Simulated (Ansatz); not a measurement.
# Field gradients at the nuclei in CaAl₂S₄

The cell is a Materials Project structure (computed, not necessarily an observed phase).

Space group Fddd:1 (No. 70); a = 12.1327, b = 20.1484, c = 20.3709 Å.

| site | Wyckoff | site symmetry | x | y | z |
| --- | --- | --- | --- | --- | --- |
| Ca1 | 16g | ..2 | 0.7500 | 0.7500 | 0.9982 |
| Ca5 | 8b | 222 | 0.7500 | 0.7500 | 0.7500 |
| Ca7 | 8a | 222 | 0.2500 | 0.2500 | 0.2500 |
| Al9 | 32h | 1 | 0.5024 | 0.8632 | 0.3744 |
| Al17 | 32h | 1 | 0.4593 | 0.6786 | 0.3751 |
| S25 | 32h | 1 | 0.3599 | 0.2958 | 0.3759 |
| S33 | 32h | 1 | 0.1238 | 0.1252 | 0.0410 |
| S41 | 32h | 1 | 0.3740 | 0.3749 | 0.5404 |
| S49 | 32h | 1 | 0.6217 | 0.7196 | 0.8740 |

One atom of each set is listed; the run and its k-mesh use a cell of 56 atoms with edges of 14.33, 11.86, 11.76 Å.

All values are calculated (Ansatz; DFT, PBE, plane waves and PAW, scalar-relativistic, 420 eV cutoff, Γ-centred 3×3×3 k-points, Fermi–Dirac smearing 0.02 eV), not measured.

Conventions: |V_zz| ≥ |V_yy| ≥ |V_xx|, η = (V_xx − V_yy)/V_zz, C_Q = eQV_zz/h.

⁴³Ca: I = 7/2, Q = -40.80 mb; 27Al: I = 5/2, Q = 146.6 mb; ³³S: I = 3/2, Q = -69.40 mb. Nuclear quadrupole moments: year-2017 set (Pyykkö).

```json
{"site": "Ca1", "atoms": "4", "first shell": "8 S at 3.03–3.07 Å", "V_zz (10²¹ V/m²)": "1.41", "η": "0.13", "C_Q (MHz)": "-1.39"}
{"site": "Ca5", "atoms": "2", "first shell": "8 S at 3.03–3.06 Å", "V_zz (10²¹ V/m²)": "1.31", "η": "0.20", "C_Q (MHz)": "-1.29"}
{"site": "Ca7", "atoms": "2", "first shell": "8 S at 3.03–3.05 Å", "V_zz (10²¹ V/m²)": "1.44", "η": "0.24", "C_Q (MHz)": "-1.42"}
{"site": "Al9", "atoms": "8", "first shell": "4 S at 2.25–2.28 Å", "V_zz (10²¹ V/m²)": "-1.35", "η": "0.20", "C_Q (MHz)": "-4.79"}
{"site": "Al17", "atoms": "8", "first shell": "4 S at 2.25–2.28 Å", "V_zz (10²¹ V/m²)": "-1.33", "η": "0.25", "C_Q (MHz)": "-4.71"}
{"site": "S25", "atoms": "8", "first shell": "2 Al at 2.25–2.28 Å, angle 113°; also 2 Ca at 3.03 Å", "V_zz (10²¹ V/m²)": "6.16", "η": "0.57", "C_Q (MHz)": "-10.3"}
{"site": "S33", "atoms": "8", "first shell": "2 Al at 2.28 Å, angle 83°; also 2 Ca at 3.05–3.07 Å", "V_zz (10²¹ V/m²)": "-4.23", "η": "0.98", "C_Q (MHz)": "7.09"}
{"site": "S41", "atoms": "8", "first shell": "2 Al at 2.27–2.28 Å, angle 82°; also 2 Ca at 3.03–3.06 Å", "V_zz (10²¹ V/m²)": "-4.41", "η": "0.79", "C_Q (MHz)": "7.39"}
{"site": "S49", "atoms": "8", "first shell": "2 Al at 2.25–2.27 Å, angle 112°; also 2 Ca at 3.03 Å", "V_zz (10²¹ V/m²)": "4.99", "η": "0.78", "C_Q (MHz)": "-8.37"}
```

At S25 V_zz runs parallel to the line that joins its two neighbours (within 12°).

Where η is near 1 the sign of V_zz means little.

Hardware: 1 thread of Arm Neoverse N1 (aarch64; 56 cores open to the job, memory cap 3.0 GiB, no GPU), a shared host with a load of 0.9 a core. Wall time 9.8 min, CPU time 9.8 min, peak memory 2.7 GiB.
